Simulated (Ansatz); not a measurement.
Starting cell, TiSi2 (C54 type, space group Fddd):

```
CELL_PARAMETERS angstrom
      0.00000     4.11603     4.26094
      2.39020     0.00000     4.26094
      2.39020     4.11603     0.00000
ATOMIC_POSITIONS crystal
  Si 0.66250 0.33750 0.66250
  Si 0.33750 0.66250 0.33750
  Si 0.58750 0.91250 0.58750
  Si 0.91250 0.58750 0.91250
  Ti 0.00000 0.00000 0.00000
  Ti 0.25000 0.25000 0.25000
```

In this cell atom 6 (Ti, nearest neighbour Si at 2.547 Å; its periodic images, 4.8 Å or more away, move with it) is moved by s along Cartesian [110], unit vector (0.707, 0.707, 0.000); all other atoms and the cell stay fixed.

The numbers are results of r2SCAN (plane waves to 500 eV, PAW, scalar-relativistic; Ansatz, a program for electronic structure), not measurements. k mesh 10×10×10 (Γ-centred), Fermi-Dirac smearing 0.05 eV. Energies are smeared free energies. Left out: 2 of 11 points, with atoms too close for the PAW data. With partly filled bands, energies and forces of such displacements shift with the k mesh and the smearing. The PAW data are Ansatz's earlier set. TiSi2 is run without spin polarisation. TiSi2 was relaxed with its symmetry unable to fall. ΔE is measured from the undisplaced structure. The last digit holds for this mesh only.

| s (Å) | ΔE (meV/cell) |
|---|---|
| -0.608 | 2481.1 |
| -0.456 | withheld |
| -0.304 | 567.6 |
| -0.152 | 138.5 |
| 0.000 | 0.0 |
| 0.152 | 138.5 |
| 0.304 | 567.6 |
| 0.456 | withheld |
| 0.608 | 2481.1 |

**Question.** Fit an even polynomial form (powers 2, 4) to the given rows and predict ΔE at s = 0.456.

**Answer.** Least squares on the 7 given rows: ΔE = (5951)·s² + (2057)·s⁴, in meV/cell with s in Å; root-mean-square residual 0.09 meV/cell. At 0.456 the fit gives 1326.4 meV/cell; the calculation gives 1324.8 meV/cell, so the interpolation is off by 1.6 (+0.1 %). The quadratic term alone would give 1237.4 meV/cell.

(A displaced cell: forces are minus the slopes of the energy, force constants its curvatures, and phonons follow from these.)
